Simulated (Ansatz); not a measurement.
## Calculation log, TiAl (P4/mmm) (phonons)

Level of theory: PBEsol, PAW on Ansatz 0.2.0's default frozen-core files (fitted under PBE), scalar-relativistic.

Cell and atoms were relaxed beforehand by PAW with this functional.

Command:

```sh
ansatz run input.yaml --threads 2 --pin off --max-ram 5120MiB --backend cpu --events-out ev --progress --plain --runs-dir out
```

Input file:

```yaml
crystal:
  lattice:
    - [2.79545413727, 0.0, 0.0]
    - [0.0, 2.79545413727, 0.0]
    - [0.0, 0.0, 4.04130179743]
  atoms:
    - { symbol: Ti, position: [0.0, 0.0, 0.0] }
    - { symbol: Al, position: [0.5, 0.5, 0.5] }
kpoints:
  mp_grid: { grid: [14, 14, 10] }
scf:
  occupations: { method: fermi_dirac, width: 0.1 }
hamiltonian:
  xc: pbesol
  pseudopotentials: { kind: paw }
phonons:
  qmesh: [2, 2, 2]
  qpath:
    path:
      - [0.0, 0.0, 0.0]
      - [0.0, 0.5, 0.0]
      - [0.5, 0.5, 0.0]
      - [0.0, 0.0, 0.0]
      - [0.0, 0.0, 0.5]
      - [0.0, 0.5, 0.5]
      - [0.5, 0.5, 0.5]
      - [0.0, 0.0, 0.5]
      - [0.0, 0.5, 0.0]
    npoints: 6
  temperatures: { t_min: 0, t_max: 1000, t_step: 100 }
```

Output:

```
Warning: RAYON_NUM_THREADS=2 ignored (pool sized by the plan → 2); use --threads N
Engine: ansatz 0.2.0, x86_64-unknown-linux-gnu
Pseudopotentials: kind: paw
Pseudopotential: Ti, paw, valence charge 12, recommended cutoff 420 eV (normal), Ti.paw.azcp
Pseudopotential: Al, paw, valence charge 3, recommended cutoff 420 eV (normal), Al.paw.azcp
Functional definition: PBEsol
  exchange = pbesol_x
  correlation = pbesol_c
Crystal: 8 atoms, lattice volume = 126.324 Å³
Basis set: ecut = 420 eV, 2473 PW (Γ), exchange–correlation on 40×80×120 points (8 copies of the dense FFT grid, shifted against one another)
Bands: 42, of which v1, the nominal top of the filled ones, is band 30 counted from 1 (29 counted from 0)
Symmetry: 32 space group operations
k-points: 96 of 490
Non-local potential: Ti, projectors of the file, l = 0: 3, l = 1: 2, l = 2: 3, l = 3: 1
Non-local potential: Al, projectors of the file, l = 0: 2, l = 1: 2, l = 2: 1
PAW form: soft (Blöchl's): semilocal exchange-correlation on the pseudo side does not see the compensation charge
[... 116 lines left out ...]
--- Phonons (by wavevector): 6 wavevectors in 2 supercells ---
  supercell 1 (4 cells, vectors [1, 0, 0], [0, 2, 0], [0, 0, 2] in multiples of the cell's): 4 displaced members by 0.0025 Å; free energy -11997.181598 eV; taken off its force constants: by the sum rule 8.8e-4, by the ...
  symmetry images taken by strict's conditions (phonons.symmetry_images: auto; settled by no image being taken that strict refuses)
  supercell 2 (4 cells, vectors [1, -1, 0], [0, 2, 0], [0, 0, 2] in multiples of the cell's): 2 displaced members by 0.0025 Å; free energy -11997.181599 eV; taken off its force constants: by the sum rule 2.1e-4, by the ...
  symmetry images taken by strict's conditions (phonons.symmetry_images: auto; settled by no image being taken that strict refuses)
  q = [0.0000, 0.0000, 0.0000] (star 1, supercell 1; hermiticity 0.00e0, symmetrization 5.41e-7): -0.00 0.00 0.00 269.68 269.68 310.41
  q = [0.0000, 0.0000, -0.5000] (star 1, supercell 1; hermiticity 8.46e-17, symmetrization 2.65e-6): 157.59 182.92 182.92 216.77 216.77 290.99
  q = [0.0000, -0.5000, 0.0000] (star 2, supercell 1; hermiticity 1.11e-16, symmetrization 5.02e-17): 149.05 218.02 221.53 267.71 296.70 310.89
  q = [0.0000, -0.5000, -0.5000] (star 2, supercell 1; hermiticity 1.31e-16, symmetrization 3.82e-37): 158.07 164.87 213.19 222.96 329.20 333.67
  q = [-0.5000, -0.5000, 0.0000] (star 1, supercell 2; hermiticity 1.43e-16, symmetrization 3.81e-16): 280.18 280.18 290.76 308.50 328.98 328.98
  q = [-0.5000, -0.5000, -0.5000] (star 1, supercell 2; hermiticity 1.78e-16, symmetrization 3.62e-16): 118.61 268.22 268.22 301.90 301.90 311.75
  joined force constants: q→R imaginary residual 1.59e-17
  density of states and harmonic sums: on the 22×22×16 q-mesh, interpolated from the force constants of a 2×2×2 supercell (no non-analytic term)
  largest difference from the sums on the solved wave vectors: F 5.76e-2 eV, S 8.99e-5 and C_V 3.23e-5 eV/K
```

The run converged.

**Phonons on the q mesh**

Harmonic phonons of a crystal by Kohn-Sham DFT at the given cell, standard atomic masses, acoustic sum rule imposed; negative wavenumbers are unstable modes; one row a degenerate set, branches counted upwards.

```json
{"Unstable phonons": "no"}
```

```tsv
point	q a (r.l.u.)	q b (r.l.u.)	q c (r.l.u.)	branch	phonon wavenumber (cm⁻¹)	degeneracy
Gamma	0	0	0	4	269.7	2
Gamma	0	0	0	6	310.4	1
X	0.5	0	0	1	149	1
X	0.5	0	0	2	218	1
X	0.5	0	0	3	221.5	1
X	0.5	0	0	4	267.7	1
X	0.5	0	0	5	296.7	1
X	0.5	0	0	6	310.9	1
M	0.5	0.5	0	1	280.2	2
M	0.5	0.5	0	3	290.8	1
M	0.5	0.5	0	4	308.5	1
M	0.5	0.5	0	5	329	2
Z	0	0	0.5	1	157.6	1
Z	0	0	0.5	2	182.9	2
Z	0	0	0.5	4	216.8	2
Z	0	0	0.5	6	291	1
R	0.5	0	0.5	1	158.1	1
R	0.5	0	0.5	2	164.9	1
R	0.5	0	0.5	3	213.2	1
R	0.5	0	0.5	4	223	1
R	0.5	0	0.5	5	329.2	1
R	0.5	0	0.5	6	333.7	1
A	0.5	0.5	0.5	1	118.6	1
A	0.5	0.5	0.5	2	268.2	2
A	0.5	0.5	0.5	4	301.9	2
A	0.5	0.5	0.5	6	311.8	1
```

**Zone-centre phonons**

Optical zone-centre levels upwards with Mulliken labels, activity, and the element with most of the kinetic energy.

| Property | Result |
| --- | --- |
| Point group | 4/mmm |

| number | phonon wavenumber (cm⁻¹) | label | infrared | raman | lead element |
| --- | --- | --- | --- | --- | --- |
| 1 | 269.7 | Eu | yes | no | Al |
| 2 | 310.4 | A2u | yes | no | Al |

**Harmonic thermodynamics**

Sums over wave vectors interpolated from the q mesh.

| Property | Result |
| --- | --- |
| Zero point energy | 44.86 meV/atom |

| temperature (K) | phonon heat capacity (k_B/atom) | phonon entropy (k_B/atom) | phonon free energy (meV/atom) |
| --- | --- | --- | --- |
| 100 | 1.252 | 0.5735 | 43.48 |
| 200 | 2.329 | 1.844 | 32.97 |
| 300 | 2.671 | 2.865 | 12.48 |
| 400 | 2.808 | 3.655 | -15.74 |
| 500 | 2.875 | 4.289 | -50.06 |
| 600 | 2.912 | 4.817 | -89.36 |
| 700 | 2.935 | 5.268 | -132.9 |
| 800 | 2.95 | 5.661 | -180 |
| 900 | 2.96 | 6.009 | -230.3 |
| 1000 | 2.968 | 6.321 | -283.4 |

Keep in mind: frozen-core PAW files fitted under PBE, their cores solved anew for the functional of the run; responses of metals move with mesh and smearing; activity by symmetry alone, a metal screens infrared modes; coarse q mesh.

Cost: 100 s on 2 threads of Intel(R) Xeon(R) Platinum 8488C (Sapphire Rapids), with other jobs on the host, peak memory 1.1 GiB.
